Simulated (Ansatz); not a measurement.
Ir:
```xyz
1
Lattice="0.0000 1.9353 1.9353 1.9353 0.0000 1.9353 1.9353 1.9353 0.0000" Properties=species:S:1:pos:R:3 pbc="T T T"
Ir     0.0000     0.0000     0.0000
```

Relaxed with PBE. Special points in fractions of this cell's reciprocal vectors: Γ (0.000, 0.000, 0.000); X (0.500, 0.000, 0.500); U (0.625, 0.250, 0.625); K (0.375, 0.375, 0.750); L (0.500, 0.500, 0.500); W (0.500, 0.250, 0.750).

Question: List the band energies nearest the Fermi level at these points for DFT-PBE in the program Ansatz with PAW potentials.

Answer: In eV from the Fermi level; about four levels below and three above (degenerate sets whole), none deeper than 8.9 eV; … stands for higher levels left out; points with the same levels are listed once.

| k | below | above |
|---|---|---|
| Γ | -3.78 -3.78 -3.78 -1.19 -1.19 | … |
| X | -7.68 -7.12 | 0.80 1.39 1.39 |
| U | -6.74 -5.82 -2.83 -0.89 | 0.56 6.11 … |
| L | -7.89 -3.88 -3.88 -0.75 | 0.83 0.83 … |
| W | -6.08 -4.75 -4.75 -1.77 | 1.40 7.90 … |

Space group Fm-3m (fcc (Cu type)). Symmetry was held in the PBE relaxation. No spin polarisation was allowed. Scalar-relativistic: spin–orbit coupling is off unless named, which matters more the heavier the elements.

Potentials: the later of the program's two PAW sets.
